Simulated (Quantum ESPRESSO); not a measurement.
## Ga2InAlP4 (input and log of a self-consistent run)

Simulated, not a measurement. The program is pw.x of Quantum ESPRESSO 7.5 (plane-wave density functional theory). The cell is made up: 8 atoms on a zincblende/diamond lattice, with randomly drawn elements, strain and displacements, not relaxed. PseudoDojo standard norm-conserving files (v0.5 for PBE, v0.4.1 for LDA and PBEsol) set the functional; there is no spin polarisation, spin-orbit coupling or dispersion term, and the masses in the input are unused placeholders.

Input:

```
&control calculation='scf', pseudo_dir='./dojo.nc.sr.pbe.v0_5.standard.upf', outdir='./o', disk_io='low', tprnfor=.true., tstress=.true. /
&system ibrav=0, nat=8, ntyp=4, nbnd=37, ecutwfc=101.20763327, nosym=.true., tot_charge=0,
 occupations='smearing', smearing='fd', degauss=0.0018374661
/
&electrons conv_thr=7.350e-09, electron_maxstep=60, /
ATOMIC_SPECIES
Al 1.0 Al.upf
Ga 1.0 Ga.upf
In 1.0 In.upf
P 1.0 P.upf
CELL_PARAMETERS angstrom
5.5546 0.0 0.0
0.0 5.5546 0.0
0.0 0.0 5.5546
ATOMIC_POSITIONS angstrom
Ga 0.0839 0.0905 -0.0968
Ga 0.0387 2.7026 2.7503
In 2.7277 -0.0012 2.8128
Al 2.8215 2.6736 -0.0241
P 1.2876 1.3829 1.4786
P 1.5082 4.1727 4.1287
P 4.2722 1.4015 4.0875
P 4.2242 4.2499 1.3558
K_POINTS automatic
6 6 6 1 1 1
```

The log is shortened where brackets say so; the opening notice, blank lines, dates and the lines on written files are dropped, and the path of the files is cut. It prints rydbergs, bohrs and kilobars, and counts compression as positive stress.

```
     Program PWSCF v.7.5
     Parallel version (MPI & OpenMP), running on       4 processor cores
     Number of MPI processes:                 4
     Threads/MPI process:                     1
     [start-up lines left out]
     bravais-lattice index     =            0
     lattice parameter (alat)  =      10.4967  a.u.
     unit-cell volume          =    1156.5249 (a.u.)^3
     number of atoms/cell      =            8
     number of atomic types    =            4
     number of electrons       =        62.00
     number of Kohn-Sham states=           37
     kinetic-energy cutoff     =     101.2076  Ry
     charge density cutoff     =     404.8305  Ry
     scf convergence threshold =      7.3E-09
     mixing beta               =       0.7000
     number of iterations used =            8  plain     mixing
     Exchange-correlation= PBE
                           (   1   4   3   4   0   0   0)
     [axes and pseudopotential details left out]
   Cartesian axes
     site n.     atom                  positions (alat units)
         1        Ga     tau(   1) = (   0.0151046   0.0162928  -0.0174270  )
         2        Ga     tau(   2) = (   0.0069672   0.4865517   0.4951392  )
         3        In     tau(   3) = (   0.4910705  -0.0002160   0.5063911  )
         4        Al     tau(   4) = (   0.5079574   0.4813308  -0.0043387  )
         5        P      tau(   5) = (   0.2318079   0.2489648   0.2661938  )
         6        P      tau(   6) = (   0.2715227   0.7512152   0.7432938  )
         7        P      tau(   7) = (   0.7691283   0.2523134   0.7358766  )
         8        P      tau(   8) = (   0.7604868   0.7651136   0.2440860  )
     number of k points=   108  Fermi-Dirac smearing, width (Ry)=  0.0018
     Number of k-points >= 100: set verbosity='high' to print them.
     Dense  grid:   158907 G-vectors     FFT dimensions: (  72,  72,  72)
     Estimated max dynamical RAM per process >     515.99 MB
     Estimated total dynamical RAM >       1.90 GB
     Initial potential from superposition of free atoms
     starting charge      61.9877, renormalised to      62.0000
     Starting wfcs are   47 randomized atomic wfcs
     total cpu time spent up to now is       12.1 secs
     per-process dynamical memory:   435.3 Mb
     Self-consistent Calculation
     iteration #  1     ecut=   101.21 Ry     beta= 0.70
     Davidson diagonalization with overlap
     ethr =  1.00E-02,  avg # of iterations =  4.1
     Threshold (ethr) on eigenvalues was too large:
     Diagonalizing with lowered threshold
     Davidson diagonalization with overlap
     ethr =  5.68E-04,  avg # of iterations =  2.0
     total cpu time spent up to now is       60.0 secs
     total energy              =    -498.88556427 Ry
     estimated scf accuracy    <       0.35925165 Ry
     iteration #  2     ecut=   101.21 Ry     beta= 0.70
     Davidson diagonalization with overlap
     ethr =  5.79E-04,  avg # of iterations =  2.2
     total cpu time spent up to now is       82.8 secs
     total energy              =    -498.97355217 Ry
     estimated scf accuracy    <       0.07862523 Ry
     iteration #  3     ecut=   101.21 Ry     beta= 0.70
     Davidson diagonalization with overlap
     ethr =  1.27E-04,  avg # of iterations =  3.6
     total cpu time spent up to now is      106.7 secs
     total energy              =    -498.98760571 Ry
     estimated scf accuracy    <       0.00371286 Ry
     iteration #  4     ecut=   101.21 Ry     beta= 0.70
     Davidson diagonalization with overlap
     c_bands:  1 eigenvalues not converged
     ethr =  5.99E-06,  avg # of iterations = 11.1
     total cpu time spent up to now is      144.1 secs
     total energy              =    -498.98841332 Ry
     estimated scf accuracy    <       0.00203509 Ry
     iteration #  5     ecut=   101.21 Ry     beta= 0.70
     Davidson diagonalization with overlap
     ethr =  3.28E-06,  avg # of iterations =  2.5
     total cpu time spent up to now is      168.4 secs
     total energy              =    -498.98878189 Ry
     estimated scf accuracy    <       0.00011150 Ry
     iteration #  6     ecut=   101.21 Ry     beta= 0.70
     Davidson diagonalization with overlap
     ethr =  1.80E-07,  avg # of iterations =  3.7
     total cpu time spent up to now is      193.7 secs
     total energy              =    -498.98880954 Ry
     estimated scf accuracy    <       0.00001138 Ry
     iteration #  7     ecut=   101.21 Ry     beta= 0.70
     Davidson diagonalization with overlap
     ethr =  1.83E-08,  avg # of iterations =  3.5
     total cpu time spent up to now is      219.8 secs
     total energy              =    -498.98881325 Ry
     estimated scf accuracy    <       0.00000149 Ry
     iteration #  8     ecut=   101.21 Ry     beta= 0.70
     Davidson diagonalization with overlap
     ethr =  2.40E-09,  avg # of iterations =  2.3
     total cpu time spent up to now is      241.5 secs
     total energy              =    -498.98881348 Ry
     estimated scf accuracy    <       0.00000021 Ry
     iteration #  9     ecut=   101.21 Ry     beta= 0.70
     Davidson diagonalization with overlap
     ethr =  3.43E-10,  avg # of iterations =  3.7
     total cpu time spent up to now is      267.5 secs
     total energy              =    -498.98881356 Ry
     estimated scf accuracy    <       0.00000001 Ry
     iteration # 10     ecut=   101.21 Ry     beta= 0.70
     Davidson diagonalization with overlap
     ethr =  1.92E-11,  avg # of iterations =  3.8
     total cpu time spent up to now is      293.8 secs
     End of self-consistent calculation
     [lines on levels left out]
!    total energy              =    -498.98881356 Ry
     estimated scf accuracy    <          4.1E-09 Ry
     smearing contrib. (-TS)   =      -0.00000000 Ry
     internal energy E=F+TS    =    -498.98881356 Ry
     The total energy is F=E-TS. E is the sum of the following terms:
     one-electron contribution =    -234.20140770 Ry
     hartree contribution      =     159.96465657 Ry
     xc contribution           =    -142.59809123 Ry
     ewald contribution        =    -282.15397121 Ry
     convergence has been achieved in  10 iterations
     Forces acting on atoms (cartesian axes, Ry/au):
     atom    1 type  2   force =    -0.00732638   -0.03962809    0.01735633
     atom    2 type  2   force =    -0.02156881    0.08856389    0.00690593
     atom    3 type  3   force =     0.06520607    0.02621146   -0.05279220
     atom    4 type  1   force =     0.00601518    0.03403951    0.02475460
     atom    5 type  4   force =     0.03302954    0.02035545   -0.09404733
     atom    6 type  4   force =    -0.08701016   -0.09631479    0.08787564
     atom    7 type  4   force =    -0.00911906    0.02205382    0.04945638
     atom    8 type  4   force =     0.02077362   -0.05528126   -0.03950935
     Total force =     0.250597     Total SCF correction =     0.000197
     Computing stress (Cartesian axis) and pressure
          total   stress  (Ry/bohr**3)                   (kbar)     P=       47.04
   0.00032478   0.00002806  -0.00013563           47.78        4.13      -19.95
   0.00002806   0.00031632  -0.00010356            4.13       46.53      -15.23
  -0.00013563  -0.00010356   0.00031818          -19.95      -15.23       46.81
     init_run     :     10.78s CPU     11.27s WALL (       1 calls)
     electrons    :    279.78s CPU    281.75s WALL (       1 calls)
     forces       :      4.15s CPU      4.19s WALL (       1 calls)
     stress       :     14.96s CPU     15.48s WALL (       1 calls)
     [timing details left out]
     PWSCF        :   5m10.60s CPU   5m13.78s WALL
     JOB DONE.
```

In other units: free energy -6789.089 eV for the cell, pressure 4.70 GPa, largest force component 2.476 eV/Å. This run is the check on a run of the same cell at 1088 eV and a 4 x 4 x 4 mesh: rerunning at 1377 eV and a 6 x 6 x 6 mesh moved values by no more than 0.008 eV in energy, 0.02 GPa in stress and 0.002 eV/Å in force.